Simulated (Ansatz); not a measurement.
# Frozen-phonon scan for Na (bcc, W type)

Starting cell, Na (bcc, W type):

```
CELL_PARAMETERS angstrom
     -4.22229     4.22229     4.22229
      2.11115    -2.11115     2.11115
      2.11115     2.11115    -2.11115
ATOMIC_POSITIONS crystal
  Na 0.00000 0.00000 0.00000
  Na 0.50000 0.00000 0.00000
```

A phonon eigenvector at N = (0.5, 0.0, 0.0) is frozen into this cell: atom i moves by Q times the vector below, so Q is the largest atomic displacement, in Å. The cell is held. (q is in reciprocal vectors of the primitive cell; the cell shown is doubled to hold the pattern.)

```
atom      x       y       z
----  -----  ------  ------
Na1   0.000  -0.707  -0.707
Na2   0.000   0.707   0.707
```

Calculation: r2SCAN (plane waves to 500 eV, PAW, scalar-relativistic; Ansatz, a first-principles code). k mesh 8×16×16 (Γ-centred), Fermi-Dirac smearing 0.05 eV. Energies are smeared free energies. With partly filled bands, energies and forces of such displacements shift with the k mesh and the smearing. Na was relaxed with its symmetry unable to fall. The PAW data are Ansatz's earlier set. ΔE is measured from the undisplaced structure.

```json
[
 {"Q (Å)": "-0.100", "ΔE (meV/cell)": "15.4", "−dE/dQ from forces (eV/Å)": "0.310"},
 {"Q (Å)": "-0.083", "ΔE (meV/cell)": "10.6", "−dE/dQ from forces (eV/Å)": "0.257"},
 {"Q (Å)": "-0.067", "ΔE (meV/cell)": "6.8", "−dE/dQ from forces (eV/Å)": "0.205"},
 {"Q (Å)": "-0.050", "ΔE (meV/cell)": "3.8", "−dE/dQ from forces (eV/Å)": "0.153"},
 {"Q (Å)": "-0.033", "ΔE (meV/cell)": "1.7", "−dE/dQ from forces (eV/Å)": "0.101"},
 {"Q (Å)": "-0.017", "ΔE (meV/cell)": "0.4", "−dE/dQ from forces (eV/Å)": "0.051"},
 {"Q (Å)": "0.000", "ΔE (meV/cell)": "0.0", "−dE/dQ from forces (eV/Å)": "0.000"},
 {"Q (Å)": "0.017", "ΔE (meV/cell)": "0.4", "−dE/dQ from forces (eV/Å)": "-0.051"},
 {"Q (Å)": "0.033", "ΔE (meV/cell)": "1.7", "−dE/dQ from forces (eV/Å)": "-0.101"},
 {"Q (Å)": "0.050", "ΔE (meV/cell)": "3.8", "−dE/dQ from forces (eV/Å)": "-0.153"},
 {"Q (Å)": "0.067", "ΔE (meV/cell)": "6.8", "−dE/dQ from forces (eV/Å)": "-0.205"},
 {"Q (Å)": "0.083", "ΔE (meV/cell)": "10.6", "−dE/dQ from forces (eV/Å)": "-0.257"},
 {"Q (Å)": "0.100", "ΔE (meV/cell)": "15.4", "−dE/dQ from forces (eV/Å)": "-0.310"}
]
```

Summary:

- Energy at Q = 0.100 Å = 15.4 meV/cell
- Space group of the distorted cell = Cmme (No. 67), lowered from Im-3m
- Symmetry of the curve = even: the same for both signs
- Shape of the curve = a single well with its minimum at or next to zero displacement
- Harmonic wavenumber from the curvature (finite differences) = 134 cm⁻¹
- Wavenumber by perturbation theory (DFPT, on another k mesh) = 134 cm⁻¹

The 13 points together took very roughly 7 core-minutes.

(For displaced atoms, the force is minus the slope of the energy, and its curvature is a force constant, which sets phonon frequencies.)
